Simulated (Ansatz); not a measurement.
**Equation of state of Ni3Bi under PBE**

```cif
data_structure
_symmetry_space_group_name_H-M 'Pm-3m'
_symmetry_Int_Tables_number 221
_cell_length_a 3.8220
_cell_length_b 3.8220
_cell_length_c 3.8220
_cell_angle_alpha 90.000
_cell_angle_beta 90.000
_cell_angle_gamma 90.000
_cell_volume 55.83
loop_
_atom_site_label
_atom_site_type_symbol
_atom_site_symmetry_multiplicity
_atom_site_Wyckoff_symbol
_atom_site_fract_x
_atom_site_fract_y
_atom_site_fract_z
_atom_site_occupancy
Bi1 Bi 1 a 0.00000 0.00000 0.00000 1
Ni1 Ni 3 c 0.50000 0.50000 0.00000 1
```

The cell comes from a database or a generator and needn't be the stable form of this composition.

The cell was scaled at fixed shape and fractions and run with Ansatz, Ansatz PAW, cutoff 420 eV; PBE, k mesh 7 × 7 × 7 on the cell of 4 atoms, fermi-dirac occupations of 0.05 eV, collinear spin, ferromagnetic start, no spin-orbit coupling. Energies are those that the program minimises, any entropy of the smearing included. For a metal such a mesh isn't converged to the digits shown. The magnetic state is the one that the start led to, which needn't be the lowest.

```csv
V (Å³/atom),energy over the lowest row (meV/atom)
13.1203,35.02
13.3994,17.18
13.6786,?
13.9577,0.36
14.2369,0.00
14.5160,4.20
14.7952,12.44
```

Fit the third-order Birch-Murnaghan form, give V0, B0 and B′, and predict the energy left open.

With y = (V0/V)^(2/3), E = E0 + (9 V0 B0/16) [(y - 1)³ B′ + (y - 1)² (6 - 4y)]. Least squares through the rows shown give V0 = 14.1170 Å³/atom, E0 = -0.44 meV, B0 = 139.2 GPa (1 eV/Å³ = 160.218 GPa) and B′ = 5.07, with a largest miss of 0.01 meV. At V = 13.6786 the form with these constants gives 5.86 meV; the run gave 5.87 meV an atom.
